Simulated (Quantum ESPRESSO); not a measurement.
## How NMR parameters follow atomic displacements in SiO$_{2}$ (P3₁21)

```yaml
crystal:
  lattice:
    - [4.91497, 0.00000, 0.00000]
    - [-2.45749, 4.25649, 0.00000]
    - [0.00000, 0.00000, 5.43130]
  atoms:
    - { symbol: Si, position: [0.53109, 0.53109, 0.00000] }
    - { symbol: Si, position: [0.46891, 0.00000, 0.33333] }
    - { symbol: Si, position: [0.00000, 0.46891, 0.66667] }
    - { symbol: O, position: [0.26922, 0.41339, 0.78489] }
    - { symbol: O, position: [0.58661, 0.85583, 0.11822] }
    - { symbol: O, position: [0.14417, 0.73078, 0.45156] }
    - { symbol: O, position: [0.41339, 0.26922, 0.21511] }
    - { symbol: O, position: [0.85583, 0.58661, 0.88178] }
    - { symbol: O, position: [0.73078, 0.14417, 0.54844] }
```
Geometry: a computed entry of the Materials Project; it was not checked against measured cells. It is SiO2 in P3₁21. Stability against distortions was not tested. Forces on the atoms reach 0.13 eV/Å at this level.

The last row's change in full: O4 and its equivalents moved by 0.04 Å along (0.75, 0.56, 0.34), space group kept; the other rows go along the same path.

Method: shieldings by PBE GIPAW on JTH datasets (Quantum ESPRESSO, modified build), 22.5 Ha, k-mesh 3×3×3 shifted, f-sum rule met within 0.004 %. Values are those of the named site's first atom. These are absolute shieldings with no macroscopic susceptibility term; δ = σ_ref − σ needs a reference computed alike. By our sweeps, such settings leave a few ppm in absolute σ. The datasets of Si hold no d projectors, which limits absolute σ on these atoms.

Unchanged cell: σ_iso Si (ppm) = 436.4, σ_iso O (ppm) = 211.4.

Question: How do these values move along the path (displacement (Å): -0.04, +0.04)?

Answer: 
```json
[
 {"displacement (Å)": "-0.04", "σ_iso Si (ppm)": "434.9", "σ_iso O (ppm)": "209.6"},
 {"displacement (Å)": "0", "σ_iso Si (ppm)": "436.4", "σ_iso O (ppm)": "211.4"},
 {"displacement (Å)": "+0.04", "σ_iso Si (ppm)": "437.7", "σ_iso O (ppm)": "212.1"}
]
```
